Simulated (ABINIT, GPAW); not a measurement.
This is a calculation of ZnBi3 for GPAW 26.7.0 (ASE script). The cell comes from a database or a generator and needn't be the stable form of this composition.

File run.py:

```python
from ase import Atoms
from ase.dft.bandgap import bandgap
from ase.io import write
from ase.units import GPa
from gpaw import GPAW, PW

atoms = Atoms(['Bi', 'Bi', 'Bi', 'Zn'],
              cell=[[4.873164, 0.0, 0.0],
                    [0.0, 4.873164, 0.0],
                    [0.0, 0.0, 4.873164]],
              scaled_positions=[[0.5, 0.5, 0.0],
                                [0.5, 0.0, 0.5],
                                [0.0, 0.5, 0.5],
                                [0.0, 0.0, 0.0]],
              pbc=True)

calc = GPAW(mode=PW(600),
            xc='PBE',
            kpts={'size': (6, 6, 6), 'gamma': True},
            occupations={'name': 'fermi-dirac', 'width': 0.05},
            nbands=44,
            convergence={'density': 1e-05, 'energy': 1e-05},
            maxiter=150,
            txt='gpaw.txt')
atoms.calc = calc
energy = atoms.get_potential_energy()
forces = atoms.get_forces()
stress = atoms.get_stress()
calc.write('gs.gpw')
write('result.traj', atoms)
print(f'Energy: {energy:.6f} eV')
print('Forces (eV/A):')
print(forces.round(4))
print('Stress (GPa):', (stress / GPa).round(3))
print('Fermi level:', round(calc.get_fermi_level(), 4), 'eV')
print(f'Gap: {bandgap(calc)[0]:.4f} eV, direct: {bandgap(calc, direct=True)[0]:.4f} eV')
```

Potentials or basis: GPAW PAW data sets (gpaw-data 1.2.1), pw.

Run with:

```bash
$ OMP_NUM_THREADS=1 python run.py
```

Set up the same calculation for ABINIT 10.8.3 (patched build). Potentials or basis there: JTH PAW PBE v2.0, cutoff 599 eV.

As run (cutoffs and basis follow the program's own potentials, and thresholds, step limits or extra output files can differ):

File run.abi:

```
# Pseudopotentials
pp_dirpath "./"
pseudos "Bi.GGA_PBE-JTH.xml, Zn.GGA_PBE-JTH.xml"

# Structure
acell 9.2089453204 9.2089453204 9.2089453204
rprim
     1.0000000000     0.0000000000     0.0000000000
     0.0000000000     1.0000000000     0.0000000000
     0.0000000000     0.0000000000     1.0000000000
ntypat 2
znucl 83 30
natom 4
typat 1 1 1 2
xcart
     4.6044726602     4.6044726602     0.0000000000
     4.6044726602     0.0000000000     4.6044726602
     0.0000000000     4.6044726602     4.6044726602
     0.0000000000     0.0000000000     0.0000000000

# Plane-wave basis
ecut 598.650497 eV
pawecutdg 44.0
pawxcdev 0

# k points
kptopt 1
ngkpt 6 6 6
nshiftk 1
shiftk 0.0 0.0 0.0

# Exchange and correlation
ixc 11

# Bands and occupations
nband 35
occopt 3
tsmear 0.05 eV

# SCF cycle
nstep 100
tolvrs 1.0e-9

# Output
iomode 3
prtwf 0
prteig 0
prtebands 0
enunit 2
prtden 1
prtvha 1
prtvclmb 1
prtpot 1
```

Potentials or basis: JTH PAW PBE v2.0.

Run with:

```bash
$ abinit run.abi > log 2>&1
```

Both were run:

|  | GPAW | ABINIT |
| --- | --- | --- |
| Pressure | -0.2 GPa | -0.1 GPa |

Pressure is positive in compression.
